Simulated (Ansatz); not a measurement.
Q: Bi (A7 (α-As type), space group No. 166) is relaxed with the program Ansatz at the LDA level (PAW). What lattice parameters of the conventional cell result?

A: a = 4.493 Å, c = 11.498 Å.

Q: Give the free coordinates with the occupied sites.

A: In one choice of origin and axes:

```json
[
 {"atom": "Bi", "site": "6c", "symmetry": "3m", "x": "0.0000", "y": "0.0000", "z": "0.2372"}
]
```

Space group R-3m (A7 (α-As type)). Symmetry was held in the LDA relaxation. Axis ratios of metals converge slowly with the k-mesh, so a and c are less sure than the volume. Spin–orbit coupling is left out wherever it is not named.

Potentials: the later of the program's two PAW sets.
